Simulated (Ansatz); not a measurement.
The start is a relaxed TaSi2 cell, doubled along one cell vector, shaken by Gaussian noise of σ = 0.08 Å a coordinate. A full variable-cell relaxation at zero pressure is run with PBE (plane waves to 420 eV, PAW, scalar-relativistic; Ansatz, a quantum-chemistry and plane-wave program). The first steps use a coarse 6×3×9 k-mesh.

Initial structure:
```yaml
crystal:
  lattice:
    - [4.40698, 0.00000, 0.00000]
    - [-4.40698, 7.63312, 0.00000]
    - [0.00000, 0.00000, 2.64928]
  atoms:
    - { symbol: Ta, position: [0.96985, 0.98181, 0.01954] }
    - { symbol: Ta, position: [0.02739, 0.49576, 0.01238] }
    - { symbol: Si, position: [0.33591, 0.34163, 0.55095] }
    - { symbol: Si, position: [0.36043, 0.85376, 0.51518] }
    - { symbol: Si, position: [0.66634, 0.16808, 0.47297] }
    - { symbol: Si, position: [0.66854, 0.65426, 0.51897] }
```

What is the largest force in the starting geometry, and on which atom (counted from 1)?

About 1.6 eV/Å, on Si4 (atoms numbered as listed).

Is the parent structure recovered?

It does not go back: it reaches I4/mmm (No. 139), AFLOW prototype AB2_tI6_139_a_e (C11_b, as in Si2Mo), 0.43 eV/atom below the parent.

How do the shortest distances between atoms change?

The closest pairs of elements (up to four, under 3.6 Å), start → end: Si–Si 2.39 → 2.68 Å; Ta–Ta 2.65 → 3.28 Å; Si–Ta 2.65 → 2.70 Å.

Is the relaxed structure metallic? Give its gap.

No gap (metallic).

Give the final cell and atomic positions.


Space group I4/mmm (No. 139); a = 3.284 Å, b = 3.284 Å, c = 8.213 Å, α = 90.00°, β = 90.00°, γ = 90.00°

```json
[
 {"atom": "Ta", "site": "2b", "symmetry": "4/mmm", "x": "0.0000", "y": "0.0000", "z": "0.5000"},
 {"atom": "Si", "site": "4e", "symmetry": "4mm", "x": "0.0000", "y": "0.0000", "z": "0.1682"}
]
```
(The calculation used a cell of 3 atoms; values per cell refer to that cell.)

Final values are on a 20×20×20 k-mesh of the relaxed cell. No spin polarisation in the result. The relaxed primitive cell holds an odd number of electrons. A magnetic state may lie lower.

The relaxed structure here is a generated cell of TaSi2: the first start was made by placing the elements on the sites of a structure type, and the end was not matched to a known phase here, so it may be hypothetical. Known forms of TaSi2 include space group No. 181.
